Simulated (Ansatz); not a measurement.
The relaxed structure here is a generated cell of Rh: the first start was made by placing the elements on the sites of a structure type, and the end was not matched to a known phase here, so it may be hypothetical. Known forms of Rh include space group No. 225.

One stationary structure of Rh. Space group I4/mmm (No. 139), AFLOW prototype A_tI2_139_a (A_a). Calculation: r2SCAN (plane waves to 500 eV, PAW, scalar-relativistic; Ansatz, a quantum-chemistry and plane-wave program).

```xyz
1
Lattice="-1.6274 1.6274 1.3276 1.6274 -1.6274 1.3276 1.6274 1.6274 -1.3276" Properties=species:S:1:pos:R:3 pbc="T T T"
Rh     0.0000     0.0000     0.0000
```

| Item | Result |
|---|---|
| Volume per atom | 14.06 Å³ |
| Band gap | no gap (metallic) |
| Shortest distances | Rh–Rh 2.66 Å |
| k-mesh | 22×22×22 |

No spin polarisation in the result.

The run could not lose the symmetry of its start: the end is stationary, and may be a saddle point rather than a minimum.

It was reached from a disturbed copy of a Pm-3m (No. 221) cell (simple cubic type), against which it lies -0.58 eV/atom.
